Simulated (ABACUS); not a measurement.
Input and output of a self-consistent single point for CoGe (P2_13, 8 atoms in the cell; from Materials Project mp-10692, changed as shown) (ABACUS).

Method: PBEsol, PseudoDojo 0.4 standard norm-conserving PBEsol (tails mended) pseudopotentials (plane waves; ABACUS).

The change in words: volume scaled by 1.02. Reference geometry (P2_13):
```xyz
8
Lattice="4.5795 0.0000 0.0000 0.0000 4.5795 0.0000 0.0000 0.0000 4.5795" Properties=species:S:1:pos:R:3 pbc="T T T"
Co     0.6266     0.6266     0.6266
Co     1.6631     3.9529     2.9163
Co     2.9163     1.6631     3.9529
Co     3.9529     2.9163     1.6631
Ge     3.8459     3.8459     3.8459
Ge     3.0233     0.7336     1.5561
Ge     1.5561     3.0233     0.7336
Ge     0.7336     1.5561     3.0233
```

Reference input (self-consistent single point, DFT, PBEsol, plane waves, PseudoDojo 0.4 standard norm-conserving PBEsol (tails mended) pseudopotentials): KPT = Gamma 3 3 3 0 0 0; basis_type = pw; ecutwfc = 96 Ry; smearing_method = mv; smearing_sigma = 0.0199916 Ry; potentials = PseudoDojo 0.4 standard norm-conserving PBEsol (tails mended); symmetry = 1; symmetry_prec = 1e-05; ks_solver = dav; scf_nmax = 100; scf_thr = 1.0e-09 Ry; mixing_type = broyden. This run's input differs from it in these lines:

```diff
@@ -25,8 +25,8 @@
 LATTICE_CONSTANT
-8.653944
+8.711259
 
 LATTICE_VECTORS
-   1.0000000111    0.0000000000    0.0000000000
-   0.0000000000    1.0000000111    0.0000000000
-   0.0000000000    0.0000000000    1.0000000111
+   1.0000000562    0.0000000000    0.0000000000
+   0.0000000000    1.0000000562    0.0000000000
+   0.0000000000    0.0000000000    1.0000000562
 
@@ -38,6 +38,6 @@
 4
-   0.6266088801    0.6266088801    0.6266088801
-   1.6631261199    3.9528611199    2.9163438801
-   2.9163438801    1.6631261199    3.9528611199
-   3.9528611199    2.9163438801    1.6631261199
+   0.6307589340    0.6307589340    0.6307589340
+   1.6741410660    3.9790410660    2.9356589340
+   2.9356589340    1.6741410660    3.9790410660
+   3.9790410660    2.9356589340    1.6741410660
 
@@ -46,6 +46,6 @@
 4
-   3.8458847007    3.8458847007    3.8458847007
-   3.0233202993    0.7335852993    1.5561497007
-   1.5561497007    3.0233202993    0.7335852993
-   0.7335852993    1.5561497007    3.0233202993
+   3.8713561380    3.8713561380    3.8713561380
+   3.0433438620    0.7384438620    1.5664561380
+   1.5664561380    3.0433438620    0.7384438620
+   0.7384438620    1.5664561380    3.0433438620
 # file: KPT
```

Output, abridged:

```
 SELF-CONSISTENT
 -------------------------------------------
                                 init_chg = atomic

 PW ALGORITHM --------------- ION=   1  ELEC=   1--------------------------------

 Density error is 1.51720194448
                          Error Threshold = 0.01
 E_KohnSham     -1935.9049397968     -26339.3379675834
 E_Fermi        1.2696149354         17.2739973878

 PW ALGORITHM --------------- ION=   1  ELEC=   2--------------------------------

 Density error is 2.14474900767
                          Error Threshold = 0.00122354995522
 E_KohnSham     -1936.1647586980     -26342.8729850872
   [... lines left out ...]

 Density error is 5.01517916707e-09
                          Error Threshold = 1.91216763537e-11
 E_KohnSham     -1936.4138711633     -26346.2623340582
 E_Fermi        1.3508006853         18.3785861817

 PW ALGORITHM --------------- ION=   1  ELEC=  11--------------------------------

 Density error is 9.53485174439e-11
                          Error Threshold = 4.04449932828e-12
 E_KohnSham     -1936.4138711638     -26346.2623340659
 E_KS(sigma->0) -1936.4174965828     -26346.3116604210
 E_entropy(-TS) 0.0072508379         0.0986527102
 E_Fermi        1.3507948818         18.3785072212
 charge density convergence is achieved
 final etot is -26346.262334 eV
 EFERMI = 18.378507221 eV

 STATE ENERGY(eV) AND OCCUPATIONS    NSPIN == 1
   [... 72 lines left out ...]

 TOTAL-FORCE (eV/Angstrom)
                       Co1        -0.0184716532        -0.0184716532        -0.0184716532
                       Co2         0.0184716532         0.0184716532        -0.0184716532
                       Co3        -0.0184716532         0.0184716532         0.0184716532
                       Co4         0.0184716532        -0.0184716532         0.0184716532
                       Ge1        -0.0291226232        -0.0291226232        -0.0291226232
                       Ge2         0.0291226232         0.0291226232        -0.0291226232
                       Ge3        -0.0291226232         0.0291226232         0.0291226232
   [... lines left out ...]

 TOTAL-STRESS (KBAR)
       -49.0697760635        -0.0000000000         0.0000000000
         0.0000000000       -49.0697760635         0.0000000000
         0.0000000000        -0.0000000000       -49.0697760635
 TOTAL-PRESSURE: -49.069776 KBAR

 --------------------------------------------
 !FINAL_ETOT_IS -26346.2623340658792586 eV
 --------------------------------------------
```

The run converged in 11 iterations. Against the reference run the free energy goes up by 4.6 meV/atom, the pressure goes from -1.23 to -4.91 GPa and the largest force goes from 0.039 to 0.050 eV/Å.

The run has no spin polarisation, so moments on Co cannot form. The structure comes from a collection of computed structures, made at another level of theory; the collection holds predicted forms beside known ones. No clean gap shows at this smearing width and mesh (spacing up to 0.45 Å⁻¹); the mesh is coarse for partly filled bands, so the values carry mesh errors.

Cost on one core: very roughly 110 core-seconds.

“Tails mended”: in these copies of the files the far tail of each local potential was reset to the Coulomb form.
